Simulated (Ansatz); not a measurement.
Data sheet: NbP (DFT)

NbP:
```
NbP
1.0
   -1.65177     1.65177     5.61479
    1.65177    -1.65177     5.61479
    1.65177     1.65177    -5.61479
Nb P
2 2
Direct
  0.99911   0.99911   0.00000
  0.74911   0.24911   0.50000
  0.41689   0.41689   0.00000
  0.16689   0.66689   0.50000
```

Space group I4_1md (No. 109); conventional cell a = b = 3.304 Å, c = 11.230 Å, α = β = γ = 90.00°.

Method: plane-wave PAW LDA (Ansatz code). Structure relaxed to zero pressure with the same functional. Other levels are named where they apply.

Cell and energy:

- Volume per atom: 15.32 Å³
- Density: 6.71 g/cm³
- Formation energy from the elements (no fitted shifts): -1.12 eV/atom

Electronic structure:

* **Electronic character**: no gap, with almost no states at the Fermi level (zero-gap or semimetallic)
* **Density of states at the Fermi level**: 0.02 states/eV per atom (mean over ±0.08 eV)

Mechanics:

* **Bulk modulus (Birch–Murnaghan fit)**: 208 GPa
* **Pressure derivative B′**: 4.1

Phonons:

- Highest zone-centre frequency = 395 cm^-1
- Zone-centre stability = no imaginary mode at Γ

The LDA relaxation kept the symmetry of its start. The run is not spin-polarised. A small band overlap can be real or an error of a semilocal functional. As this level gives no gap, phonon frequencies hold no LO–TO term and depend on the k-mesh and smearing (Fermi–Dirac, 0.1 eV here). The references are the lowest solids computed at this level, not always the standard phases. Scalar-relativistic: spin–orbit coupling is off unless named, which matters more the heavier the elements.

Potentials: the later of the program's two PAW sets.
